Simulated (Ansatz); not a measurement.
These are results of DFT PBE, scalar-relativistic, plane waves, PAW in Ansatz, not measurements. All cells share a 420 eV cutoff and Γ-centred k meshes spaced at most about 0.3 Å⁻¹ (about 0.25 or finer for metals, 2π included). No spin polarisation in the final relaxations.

All energies are static (0 K, no zero-point motion).

Two forms of TeS2F2 were relaxed alike.

1.

```
CELL_PARAMETERS angstrom
4.19836 0.00000 0.00000
-2.09918 3.63589 0.00000
0.00000 0.00000 8.41376
ATOMIC_POSITIONS crystal
Te 0.00000 0.00000 0.00000
S 0.00000 0.00000 0.26145
S 0.00000 0.00000 0.73855
F 0.33333 0.66667 0.00000
F 0.66667 0.33333 0.00000
```

2.

```
CELL_PARAMETERS angstrom
-1.97522 1.97522 5.24811
1.97522 -1.97522 5.24811
1.97522 1.97522 -5.24811
ATOMIC_POSITIONS crystal
Te 0.00000 0.00000 0.00000
S 0.59894 0.59894 0.00000
S 0.40106 0.40106 0.00000
F 0.25000 0.75000 0.50000
F 0.75000 0.25000 0.50000
```

Task: Which is lower in energy, and by how much?

Result: Cell 1 is lower, by 0.32 eV/atom. Cell 1 has space group P6/mmm (No. 191), 25.7 Å³/atom and a gap of 0.35 eV on its mesh; cell 2 has space group I4/mmm (No. 139), 16.4 Å³/atom and no gap. The shortest distance is 2.20 Å (Te–S) in cell 1 and 2.08 Å (S–S) in cell 2. Cell 2 holds S–S pairs (shortest 2.08 Å); in cell 1 the shortest S–S distance is 4.01 Å. In cell 1, Te is surrounded by 2 S at 2.20 Å and 6 F at 2.42 Å; around S lies 1 Te at 2.20 Å; around F lie 3 Te at 2.42 Å and 3 F at 2.42 Å. In cell 2, Te has 8 S at 2.98 Å and 8 F at 3.28 Å; S is surrounded by 1 S at 2.08 Å, 4 F at 2.53 Å and 4 Te at 2.98 Å; around F lie 4 S at 2.53 Å, 4 F at 2.79 Å and 4 Te at 3.28 Å (long contacts). Both come from invented guesses.

Weakly bound directions are ill-defined at this level, which has no dispersion term (P6/mmm, I4/mmm), and this can change margins and order among such cells. These runs have no spin–orbit coupling, which can matter for Te. Kohn–Sham gaps at this level usually fall short of measured ones. The missing spin–orbit coupling can work the other way here. Cells relaxed within their symmetry can be saddle points.
